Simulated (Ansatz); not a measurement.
In plane-wave PAW PBE+D3(BJ) (Ansatz code), MoS2 in the trigonal phase (R3m; Mo on 3a, S on 3a, S on 3a) relaxes to a = 3.153 Å, c = 17.991 Å. Mo has 6 nearest neighbours from 2.40 Å (trigonal prismatic); S on 3a has 3 nearest neighbours from 2.40 Å (trigonal pyramidal); S on 3a has 3 nearest neighbours from 2.40 Å (trigonal pyramidal). Its formation energy from the elements is -0.93 eV/atom, with no fitted shifts.

It is gapped at this level: 0.76 eV (indirect). HSE06 on the same cell gives 1.30 eV. Gap from PBE+D3(BJ) with spin–orbit coupling: 0.73 eV. The electron mass is 0.50, 0.63, 0.78 mₑ (principal values). The hole mass is 0.59, 0.59, 1.0 mₑ (principal values).

The bulk modulus is 45.3 GPa. The relaxed-ion elastic constants in GPa are C11 = 233, C12 = 57.0, C13 = 15.0, C14 = 5.7, C33 = 55.5, C44 = 22.9. The elastic constants imply a Debye temperature near 379 K. Perturbation theory gives ε∞ = 15.8 (xx = yy), 7.52 (zz). Letting the ions move raises it to ε0 = 16.0 (xx = yy), 7.60 (zz). Born charges are Mo -0.93, S +0.43 to +0.50 e. Without the LO–TO term the highest mode at Γ lies at 463 cm⁻¹. Bader charges are Mo +1.22, S -0.61 e.

The PBE+D3(BJ) relaxation kept the symmetry of its start. No spin polarisation was allowed. The references are the lowest solids computed at this level, not always the standard phases. Spin–orbit coupling is left out wherever it is not named.

Potentials: the later of the program's two PAW sets.
